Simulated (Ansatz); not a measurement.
According to DFT-PBEsol in the program Ansatz with PAW potentials, AlP in the hexagonal phase (P6_222; Al on 3d, P on 3c) relaxes to a = 3.821 Å, c = 8.632 Å. Against the elements it lies at -0.40 eV/atom, with no fitted shifts.

The Kohn–Sham gap is 0.84 eV (indirect). The valence maximum lies at Γ and the conduction minimum at M (3 equivalent valleys). HSE06 on the same cell gives 1.57 eV. The electron mass is 0.14, 0.40, 1.5 mₑ (principal values). The hole mass is 0.15, 7.8, 7.8 mₑ (principal values).

The bulk modulus is 95.8 GPa. The relaxed-ion elastic constants in GPa are C11 = 157, C12 = 55.6, C13 = 66.2, C33 = 181, C44 = 50.0. The elastic constants imply a Debye temperature near 552 K. Perturbation theory gives ε∞ = 12.6 (xx = yy), 14.0 (zz). Letting the ions move raises it to ε0 = 21.7 (xx = yy), 18.0 (zz). Born charges are Al +2.70, P -2.70 e. Without the LO–TO term the highest mode at Γ lies at 468 cm^-1.

The start of the workflow was typed in or built on a structure type; neither database checked (COD, Materials Project) lists it. It is not the phase usual at ambient conditions (space group No. 216). The cell was relaxed with PBEsol under the symmetry of its start; of distortions, only those at the zone centre were tested. The references are the lowest solids computed at this level, not always the standard phases.

Potentials: the later of the program's two PAW sets.
